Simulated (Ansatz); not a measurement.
A relaxed structure of AgI. Computed with PBE (plane waves to 420 eV, PAW, scalar-relativistic; Ansatz, an electronic-structure program).

```cif
data_AgI
_chemical_formula_sum 'I1 Ag1'
_space_group_name_H-M_alt 'P 1'
_space_group_IT_number 1
_cell_length_a 4.68694
_cell_length_b 4.68694
_cell_length_c 4.68694
_cell_angle_alpha 60.000
_cell_angle_beta 60.000
_cell_angle_gamma 60.000
loop_
_space_group_symop_operation_xyz
  'x, y, z'
loop_
_atom_site_label
_atom_site_type_symbol
_atom_site_fract_x
_atom_site_fract_y
_atom_site_fract_z
_atom_site_occupancy
I1 I 0.75000 0.75000 0.75000 1
Ag1 Ag 0.00000 0.00000 0.00000 1
```

### Question
Determine the symmetry and give the standard cell with its independent sites.

### Answer
Space group F-43m (No. 216); a = b = c = 6.6283 Å, α = β = γ = 90.00°

```json
[
 {"atom": "I", "site": "4c", "symmetry": "-43m", "x": "0.2500", "y": "0.2500", "z": "0.2500"},
 {"atom": "Ag", "site": "4a", "symmetry": "-43m", "x": "0.0000", "y": "0.0000", "z": "0.0000"}
]
```

This is the zinc blende type.

### Question
Give the shortest distances between elements (the closest pairs, up to four, under 3.6 Å).

### Answer
Ag–I 2.87 Å.

The volume per atom is 36.40 Å³ and the band gap comes out as 1.34 eV, direct at Γ (no spin-orbit coupling).

No spin polarisation in the result. Without spin-orbit coupling the bands of the heavy element are not split, so the gap can be far off.

Measured for AgI: a 6.499 Å (as listed in Subrata Jana, Abhilash Patra, Prasanjit Samal, The Journal of Chemical Physics (2018)). Computed minus measured — a: PBE +2.0 %. The computed values are for a static lattice.

The run could not lose the symmetry of its start; a randomly shaken copy of 2 atoms returns to this structure.

All atoms sit on sites fixed by symmetry, so only the cell could relax.
